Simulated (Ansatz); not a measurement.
**Mn (hcp): energy against volume**

All numbers below come from DFT, PBEsol, plane waves (420 eV) with PAW, scalar-relativistic (Ansatz 0.2.0). The PAW files were generated under PBE, with cores re-solved for the functional.

The cell is scaled uniformly from the relaxed one, with fractional coordinates and shape fixed. Energies are extrapolated to zero smearing, pressures are those at the given smearing. Magnetic state: non-magnetic.

A Birch-Murnaghan fit gives V₀ = 10.32 Å³/atom, B₀ = 310 GPa, B₀′ = 4.3.

What are the energy above the minimum and the pressure at 9.080 Å³/atom?

179.9 meV/atom and 52.28 GPa as computed.

What are the energy above the minimum and the pressure at 10.731 Å³/atom?

15.0 meV/atom and -11.13 GPa as computed.

What are the energy above the minimum and the pressure at 11.557 Å³/atom?

117.9 meV/atom and -27.36 GPa as computed.
